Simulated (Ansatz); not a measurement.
ReW (CsCl type) was relaxed and computed twice in Ansatz (plane waves, PAW), once with PBE and once with r²SCAN.

|  | run 1 | run 2 |
|---|---|---|
| cell | a = 3.147 Å, b = 3.147 Å, c = 3.147 Å, α = 90.00°, β = 90.00°, γ = 90.00° | a = b = c = 3.131 Å, α = β = γ = 90.00° |
| ΔH_f (eV/atom) | 0.09 | 0.06 |
| B₀ by P(V) fit (GPa) | 330 | 350 |

Q: Which run used which functional?

A: Run 1 is PBE, run 2 is r²SCAN.

Constructed cells (a structure type filled with these elements, in neither database checked): ReW, CsCl type. All cells were relaxed under the symmetry of their starts (and spin orders); stability against distortions was not tested throughout. Rows with no word on spin ran without spin polarisation. Spin–orbit coupling is left out wherever it is not named.

Potentials: the later of the program's two PAW sets.

Ansatz (a first-principles code) is a plane-wave DFT program.

Formation energies count from the lowest solids of the elements computed at the same level, not from gases.
